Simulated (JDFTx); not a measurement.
```json
{
  "surface": "Ag(111)",
  "bulk": "Ag, Fm-3m, lattice of mp-124 (not re-optimised)",
  "slab": "3 atoms in 3 planes, 1x1, 4.8 Å between the outermost planes",
  "in-plane cell": "2.902 × 2.902 Å, 7.29 Å²",
  "cell_height": "20.7 Å",
  "sampling": "8×8×1 k mesh, Fermi smearing 0.01 Ha, no spin polarisation"
}
```

Computed with JDFTx (a modified build): PBE, GBRV ultrasoft potentials, plane waves to 20/100 Ha. Liquid: linear PCM (GLSSA13), water, 0.5 M KF. Between zero charge and -0.68 V from it the run gives σ = -9.4 μC/cm², a mean capacitance of 13.8 μF/cm². The liquid has ε = 78.4, a 1:1 salt at 0.5 M with linear (Debye) response, and T = 298 K.

Working it through: the Debye length, the diffuse-layer capacitance, and the inner capacitance that is left when the two stand in series.

Each ion has density c = 0.5 × 6.022×10⁻⁴ = 3.011e-04 Å⁻³. λ² = ε kT / (8π (e²/4πε₀) c) with kT = 0.02568 eV and e²/4πε₀ = 14.40 eV Å gives λ = 4.30 Å; the log prints 4.30 Å. C_diffuse = ε₀ε/λ = 161 μF/cm². Then 1/C_inner = 1/13.8 − 1/161, so C_inner = 15.1 μF/cm², which equals a vacuum gap of ε₀/C_inner = 0.59 Å. The diffuse layer takes 9 % of the potential drop; the rest lies between the electrode's charge and the onset of the dielectric, with the electrode's own (quantum) capacitance in it. The split is a model: in the calculation solvent and ions share one smooth cavity.
